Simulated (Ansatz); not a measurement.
MgO:
```
MgO
1.0
    0.00000     2.12698     2.12698
    2.12698     0.00000     2.12698
    2.12698     2.12698     0.00000
Mg O
1 1
Cartesian
  2.12698   2.12698   2.12698
  0.00000   0.00000   0.00000
```

Relaxed with PBE. Special points in fractions of this cell's reciprocal vectors: Γ (0.000, 0.000, 0.000); X (0.500, 0.000, 0.500); U (0.625, 0.250, 0.625); K (0.375, 0.375, 0.750); L (0.500, 0.500, 0.500); W (0.500, 0.250, 0.750).

**Question.** List the band energies nearest the valence-band maximum at these points for plane-wave PAW PBE (Ansatz code).

**Answer.** In eV from the valence-band maximum; about four levels below and three above (degenerate sets whole), none deeper than 8.9 eV; … stands for higher levels left out; points with the same levels are listed once.

```
k              below   above
-  -----------------  ------
Γ     0.00 0.00 0.00  4.46 …
X  -3.93 -1.30 -1.30  9.11 …
U  -3.36 -2.62 -1.10  9.96 …
L  -4.48 -0.62 -0.62  7.73 …
W  -2.84 -2.84 -1.71       …
```

Space group Fm-3m (rock salt). Symmetry was held in the PBE relaxation.

Potentials: the later of the program's two PAW sets.
